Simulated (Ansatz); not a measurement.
Si3N4 (space group P6_3/m)

Space group P6₃/m (No. 176); a = b = 7.664 Å, c = 2.927 Å, α = β = 90.00°, γ = 120.00°

| atom | site | symmetry | x | y | z |
|---|---|---|---|---|---|
| Si | 6h | m.. | 0.4061 | 0.2311 | 0.2500 |
| N | 2d | -6.. | 0.6667 | 0.3333 | 0.2500 |
| N | 6h | m.. | 0.0309 | 0.3300 | 0.2500 |

Equation-of-state scan: isotropic scaling of the cell above, V₀ being its volume. The atoms relax within the cell's symmetry.

Computed with PBE (plane waves to 420 eV, PAW, scalar-relativistic; Ansatz, a first-principles code). k mesh 4×4×9 (Γ-centred), Fermi-Dirac smearing 0.05 eV. E stands for the smeared free energy. Compression counts positive. Si3N4 was relaxed with its symmetry unable to fall. ΔE is measured from the relaxed starting cell.

What ΔE (meV/atom) and P (GPa) does the calculation give at V/V₀ = 0.920, 0.940, 0.980, 1.020, 1.040, 1.100?


```json
[
 {"V/V₀": "0.920", "ΔE (meV/atom)": "56.7", "P (GPa)": "22.8"},
 {"V/V₀": "0.940", "ΔE (meV/atom)": "30.8", "P (GPa)": "16.3"},
 {"V/V₀": "0.980", "ΔE (meV/atom)": "3.2", "P (GPa)": "4.9"},
 {"V/V₀": "1.020", "ΔE (meV/atom)": "3.0", "P (GPa)": "-4.5"},
 {"V/V₀": "1.040", "ΔE (meV/atom)": "11.7", "P (GPa)": "-8.5"},
 {"V/V₀": "1.100", "ΔE (meV/atom)": "66.4", "P (GPa)": "-18.5"}
]
```

(A scan under strain: stresses follow from slopes of the energy per volume, elastic moduli from its curvatures.)
